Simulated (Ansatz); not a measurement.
## Data sheet: VSi₂ (DFT)

VSi$_{2}$:
```xyz
9
Lattice="4.5222 0.0000 0.0000 -2.2611 3.9164 0.0000 0.0000 0.0000 6.3216" Properties=species:S:1:pos:R:3 pbc="T T T"
V     -1.1306     1.9582     1.0536
V      2.2611     0.0000     3.1608
V      1.1306     1.9582     5.2680
Si     2.2611     2.6387     3.1608
Si    -1.1546     3.2775     5.2680
Si     1.1065     0.6388     1.0536
Si     0.0000     1.2776     3.1608
Si     3.4157     0.6388     5.2680
Si     1.1546     3.2775     1.0536
```

Space group P6_222 (No. 180); conventional cell a = b = 4.522 Å, c = 6.322 Å, α = β = 90.00°, γ = 120.00°.

Method: PBEsol (plane waves, PAW; program Ansatz). Structure relaxed to zero pressure with the same functional. Other levels are named where they apply.

**Cell and energy**

```
Quantity                                                      Result
-----------------------------------------------------  -------------
Volume per atom                                             12.44 Å³
Density                                                   4.77 g/cm³
Formation energy from the elements (no fitted shifts)  -0.59 eV/atom
```

**Electronic structure**

```
Item                                                                         Value
------------------------------------  --------------------------------------------
Electronic character                                             metallic (no gap)
Density of states at the Fermi level  0.77 states/eV per atom (mean over ±0.08 eV)
```

**Mechanics**

```
Quantity                                                                                       Result
--------------------------------------------  -------------------------------------------------------
Bulk modulus (Birch–Murnaghan fit)                                                            186 GPa
Pressure derivative B′                                                                            4.3
Elastic constants (relaxed ions, GPa)         C11 = 397, C12 = 60.6, C13 = 79.2, C33 = 463, C44 = 140
Mechanical stability                                           stable (all eigenvalues of C positive)
Hill bulk and shear moduli                                                            188 and 158 GPa
Young's modulus                                                                               370 GPa
Poisson's ratio                                                                                  0.17
Debye temperature from the elastic constants                                                    815 K
```

**Phonons**

```
Property                                       Result
-----------------------------  ----------------------
Highest zone-centre frequency               432 cm^-1
Zone-centre stability          no imaginary mode at Γ
```

The PBEsol relaxation kept the symmetry of its start. No spin polarisation was allowed. As this level gives no gap, shear constants depend on the k-mesh and smearing (Fermi–Dirac, 0.1 eV here). As this level gives no gap, phonon frequencies hold no LO–TO term and depend on the k-mesh and smearing (Fermi–Dirac, 0.1 eV here). The references are the lowest solids computed at this level, not always the standard phases.

Potentials: the later of the program's two PAW sets.
